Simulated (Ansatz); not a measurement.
Cell and atoms are relaxed with the symmetry kept. Start:

```xyz
10
Lattice="0.0000 5.6161 5.6161 5.6161 0.0000 5.6161 5.6161 5.6161 0.0000" Properties=species:S:1:pos:R:3 pbc="T T T"
Cs    2.8081    2.8081    2.8081
Cs    8.4242    8.4242    8.4242
Ag    5.6161    5.6161    5.6161
Bi    0.0000    0.0000    0.0000
Br    5.6161    2.8142    5.6161
Br    8.4180    5.6161    5.6161
Br    5.6161    8.4180    5.6161
Br    2.8142    5.6161    5.6161
Br    5.6161    5.6161    2.8142
Br    5.6161    5.6161    8.4180
```

All numbers below come from Ansatz 0.2.0, DFT PBEsol, scalar-relativistic, plane waves, PAW.

Settings: cutoff 420 eV, Γ-centred mesh 4×4×4 on the computed 10-atom cell, Gaussian smearing of 0.02 eV; no spin polarisation.

Task: What does it relax to?

Result: The volume drops by 0.42 Å³/atom to 35.00 Å³/atom, and the energy falls by 3.5 meV/atom. Final structure:
```
Cs Ag Bi Br
1.0
     0.00000    5.59369    5.59369
     5.59369    0.00000    5.59369
     5.59369    5.59369    0.00000
Cs Ag Bi Br
2 1 1 6
Direct
  0.25000 0.25000 0.25000
  0.75000 0.75000 0.75000
  0.50000 0.50000 0.50000
  0.00000 0.00000 0.00000
  0.25391 0.74609 0.25391
  0.25391 0.74609 0.74609
  0.74609 0.25391 0.74609
  0.74609 0.25391 0.25391
  0.25391 0.25391 0.74609
  0.74609 0.74609 0.25391
```

Spin–orbit coupling is left out, which can shift energies with elements as heavy as these.

Cost: 1 run of about 1 core-minutes, on Arm Neoverse V2 (shared hosts).